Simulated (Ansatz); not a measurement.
Crystals of one structure type (zinc blende), relaxed and computed with r²SCAN (plane waves, PAW; program Ansatz); HSE06 gaps on those cells.

```
crystal  a (Å)  gap (eV)  HSE06 gap (eV)  K_Hill (GPa)  G_Hill (GPa)  B₀ by P(V) fit (GPa)
-------  -----  --------  --------------  ------------  ------------  --------------------
BAs      4.782      1.37            1.83           141           137                   141
GaAs     5.665      0.97            1.37          72.5          47.9                  72.3
InP      5.907      1.02            1.35          68.4          34.3                  68.2
InAs       ___       ___             ___           ___           ___                   ___
```

Question: Complete the blanks.

Answer: 
- InAs, a (Å): 6.108
- InAs, gap (eV): 0.08
- InAs, HSE06 gap (eV): 0.36
- InAs, K_Hill (GPa): 57.8
- InAs, G_Hill (GPa): 28.7
- InAs, B₀ by P(V) fit (GPa): 57.2

All cells were relaxed under the symmetry of their starts (and spin orders); stability against distortions was not tested throughout. Scalar-relativistic: spin–orbit coupling is off unless named, which matters more the heavier the elements.

Potentials: the earlier of the program's two PAW sets.
